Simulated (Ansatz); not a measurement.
The relaxed structure here is a generated cell of Al2O3: the first start was made by placing the elements on the sites of a structure type, and the end was not matched to a known phase here, so it may be hypothetical. Known forms of Al2O3 include space group No. 167.

A relaxed structure of Al2O3. Space group Pnma (No. 62). The numbers are results of r2SCAN (plane waves to 500 eV, PAW, scalar-relativistic; Ansatz, a program for electronic structure), not measurements.

```cif
data_Al8O12
_chemical_formula_sum 'Al8 O12'
_space_group_name_H-M_alt 'P 1'
_space_group_IT_number 1
_cell_length_a 8.86926
_cell_length_b 2.65828
_cell_length_c 7.19714
_cell_angle_alpha 90.000
_cell_angle_beta 90.000
_cell_angle_gamma 90.000
loop_
_space_group_symop_operation_xyz
  'x, y, z'
loop_
_atom_site_label
_atom_site_type_symbol
_atom_site_fract_x
_atom_site_fract_y
_atom_site_fract_z
_atom_site_occupancy
Al1 Al 0.49863 0.75000 0.68575 1
Al2 Al 0.99863 0.75000 0.81425 1
Al3 Al 0.50137 0.25000 0.31425 1
Al4 Al 0.00137 0.25000 0.18575 1
Al5 Al 0.20032 0.75000 0.52366 1
Al6 Al 0.70032 0.75000 0.97634 1
Al7 Al 0.79968 0.25000 0.47634 1
Al8 Al 0.29968 0.25000 0.02366 1
O1 O 0.86822 0.75000 0.62273 1
O2 O 0.36822 0.75000 0.87727 1
O3 O 0.13178 0.25000 0.37727 1
O4 O 0.63178 0.25000 0.12273 1
O5 O 0.87817 0.75000 0.28208 1
O6 O 0.37817 0.75000 0.21792 1
O7 O 0.12183 0.25000 0.71792 1
O8 O 0.62183 0.25000 0.78208 1
O9 O 0.11713 0.75000 0.04873 1
O10 O 0.61713 0.75000 0.45127 1
O11 O 0.88287 0.25000 0.95127 1
O12 O 0.38287 0.25000 0.54873 1
```

Q: Predict the band gap from r2SCAN.

A: 5.24 eV, direct at Γ (no spin-orbit coupling).

No spin polarisation in the result.

The run could not lose the symmetry of its start: the end is stationary, and may be a saddle point rather than a minimum.
